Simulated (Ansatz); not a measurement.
A trial cell of Mg3B2, before relaxation:

```cif
data_structure
_symmetry_space_group_name_H-M 'I4/mmm'
_symmetry_Int_Tables_number 139
_cell_length_a 4.2945
_cell_length_b 4.2945
_cell_length_c 7.7819
_cell_angle_alpha 90.000
_cell_angle_beta 90.000
_cell_angle_gamma 90.000
_cell_volume 143.52
loop_
_atom_site_label
_atom_site_type_symbol
_atom_site_symmetry_multiplicity
_atom_site_Wyckoff_symbol
_atom_site_fract_x
_atom_site_fract_y
_atom_site_fract_z
_atom_site_occupancy
Mg1 Mg 4 c 0.00000 0.50000 0.00000 1
Mg2 Mg 2 a 0.00000 0.00000 0.00000 1
B1 B 4 e 0.50000 0.50000 0.22943 1
```

Computed with DFT PBE, scalar-relativistic, plane waves, PAW (Ansatz 0.2.0). Cutoff 420 eV, Gaussian smearing, Γ-centred meshes. Cell and atoms relax first on a coarse mesh and then on a finer one. In between, the cell is made exact in the group found at 0.06 Å. In metals the finer mesh still leaves noise of several meV/atom or more. The steps can't lower the symmetry of their start. No spin polarisation.

A guess keeps its type if space group and coordination stay and the shape of the cell changes little (axis ratios within about 15 %, angles within 6°); the volume may change.

**Question.** Will the relaxed cell still be of the starting type?

**Answer.** It doesn't keep its type. The symmetry stays I4/mmm (No. 139). The volume per atom grows by 26.0 %, from 14.4 to 18.1 Å³. The shortest distance goes from 2.11 Å (Mg–B) to 1.58 Å (B–B). The ratio c/a of the conventional cell changes by a factor of 0.60. Counting neighbours within 15 % of an atom's shortest distance, the start has B 1, Mg 2/6 and the end B 1, Mg 2/8. In detail, at the end around Mg on a site of symmetry mmm lie 2 Mg at 2.74 Å, 4 B at 2.86 Å and 2 Mg at 3.00 Å; Mg on a site of symmetry 4/mmm is surrounded by 2 B at 2.21 Å and 4 Mg at 2.74 Å; B has 1 B at 1.58 Å, 1 Mg at 2.21 Å and 4 Mg at 2.86 Å.

```cif
data_structure
_symmetry_space_group_name_H-M 'I4/mmm'
_symmetry_Int_Tables_number 139
_cell_length_a 5.4866
_cell_length_b 5.4866
_cell_length_c 6.0074
_cell_angle_alpha 90.000
_cell_angle_beta 90.000
_cell_angle_gamma 90.000
_cell_volume 180.84
loop_
_atom_site_label
_atom_site_type_symbol
_atom_site_symmetry_multiplicity
_atom_site_Wyckoff_symbol
_atom_site_fract_x
_atom_site_fract_y
_atom_site_fract_z
_atom_site_occupancy
Mg1 Mg 4 c 0.00000 0.50000 0.00000 1
Mg2 Mg 2 a 0.00000 0.00000 0.00000 1
B1 B 4 e 0.00000 0.00000 0.63166 1
```

The last run used a 10×10×10 mesh for its 5-atom cell and Gaussian smearing of 0.10 eV. A structure relaxed within its symmetry needn't be a true minimum.

In counts of neighbours, a slash parts the counts of unlike sites.
